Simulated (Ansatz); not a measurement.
Na (hcp (Mg type), space group No. 194) at seven volumes, LDA in the plane-wave PAW code Ansatz, shape and atoms relaxed at each. One row is withheld.

```tsv
V (Å³/atom)	P (GPa)
30.370	1.02
31.371	0.63
32.373	0.29
33.374	0.00
34.375	-0.26
35.376	?
36.378	-0.67
```

Question: Fit the shown pressures and predict the withheld one.

Answer: Third-order Birch–Murnaghan: P = (3/2)B₀(x^(7/2) − x^(5/2))[1 + (3/4)(B′ − 4)(x − 1)] with x = (V₀/V)^(2/3). Least squares on the six rows gives V₀ = 33.364 Å³/atom, B₀ = 9.112 GPa, B′ = 3.72. At V = 35.376, x = 0.9617 and P = -0.48 GPa. The run itself gave -0.48 GPa.

Space group P6_3/mmc (hcp (Mg type)). The first step of the workflow began from a Materials Project structure, measured or hypothetical; the Crystallography Open Database files this formula in space group No. 194, but the cells were not matched. It is not the phase usual at ambient conditions (space group No. 229). Symmetry was held in the LDA relaxation; whether a distortion lowers the energy is not shown.

Potentials: the earlier of the program's two PAW sets. The files were generated under PBE; for other functionals the program regenerates the frozen cores, and for LDA and PBEsol the local potential too.
